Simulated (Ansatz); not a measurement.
CaGaGeH in space group P3m1 (No. 156; Ca on 1b, Ga on 1a, Ge on 1c, H on 1a), DFT-PBE in the program Ansatz with PAW potentials, all energies at zero smearing, with the estimated change up to a 700 eV cutoff added, with one set of potentials and settings (totals compare only within such a set). Cell of 4 atoms (1 Ca, 1 Ga, 1 Ge, 1 H): -9912.462 eV.

```
element             reference phase  E (eV/atom)
-------  --------------------------  -----------
Ca       Fm-3m, 1 atoms in the cell   -1816.8597
Ga        Cmce, 4 atoms in the cell   -3783.0209
Ge       Fd-3m, 2 atoms in the cell   -4294.9847
H         Cmce, 4 atoms in the cell     -15.8838
```

Formation energy per atom, worked out: (-9912.462 − 1×(-1816.8597) − 1×(-3783.0209) − 1×(-4294.9847) − 1×(-15.8838))/4 = -0.428 eV/atom (-41 kJ per mol of atoms), at 0 K, without zero-point energy or fitted corrections.

The workflow started from a Materials Project entry (that database holds measured and hypothetical structures alike); the Crystallography Open Database files this formula in space group No. 156, but the cells were not matched. Whether it is the stable phase at ambient conditions was not checked. The cell was relaxed with PBE under the symmetry of its start; whether a distortion lowers the energy is not shown. The references are the lowest solids computed at this level, not always the standard phases (solids in place of the gases).

Potentials: the later of the program's two PAW sets.
